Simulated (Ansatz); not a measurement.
**TaO₃: symmetry broken, then relaxed**

These are results of DFT PBEsol, scalar-relativistic, plane waves, PAW in Ansatz, not measurements. Settings: plane waves to 420 eV, k-mesh 10×10×10 (Γ-centred), Gaussian smearing 0.15 eV. Spin–orbit coupling is left out, which matters for the heavy elements here. Collinear spins, started from moments 0.0, 0.2, 0.2, 0.2 μB in atom order; the magnetic state may not be the lowest. Energies are free energies at this smearing, counted from the undisturbed cell; pressure is positive in compression.

The undisturbed cell (relaxed at this level; it needn't be the usual structure):

```
Ta O
1.0
     3.92325    0.00000    0.00000
     0.00000    3.92325    0.00000
     0.00000    0.00000    3.92325
Ta O
1 3
Direct
  0.50000 0.50000 0.50000
  0.00000 0.50000 0.50000
  0.50000 0.50000 0.00000
  0.50000 0.00000 0.50000
```

The atoms are displaced (Å, in the unstrained cell):

```csv
atom,ux,uy,uz
Ta1,0.166,-0.120,0.100
O2,-0.105,-0.021,-0.147
O3,-0.006,0.058,0.036
O4,-0.055,0.083,0.011
```

Cell and atoms are then relaxed.

Q: Does the relaxation return to the undisturbed structure?

A: Yes (up to a choice of domain or origin): same space group and volume, and an energy 0.0 meV/atom from it. The disturbance itself cost 206.7 meV/atom. The final space group reads Pm-3m (tolerance 0.05 Å) and the volume changes by 0.14 %.

Final structure:

```
Ta O
1.0
     3.92510    0.00011   -0.00018
     0.00011    3.92498    0.00008
    -0.00018    0.00008    3.92499
Ta O
1 3
Direct
  0.50002 0.49996 0.49999
  0.00000 0.50001 0.50000
  0.50001 0.50003 0.99999
  0.49997 0.00000 0.50002
```

The relaxation, step by step (energy from the first step; small jumps at an unchanged geometry come where the plane waves are selected anew for the new cell):

| step | ΔE (meV/atom) | largest force component (eV/Å) | pressure (GPa) |
| --- | --- | --- | --- |
| 1 | 0.0 | 5.832 | 13.23 |
| 2 | -139.7 | 2.091 | -0.21 |
| 3 | -181.9 | 1.002 | 4.67 |
| 4 | -198.7 | 0.518 | 1.40 |
| 5 | -206.7 | 0.010 | 0.22 |
| 6 | -206.7 | 0.001 | -0.04 |
| 7 | -206.8 | 0.001 | -0.03 |

Cost: 3 runs of about 22 core-minutes in all, on AMD EPYC 7R13 Processor (Zen 3) (shared hosts).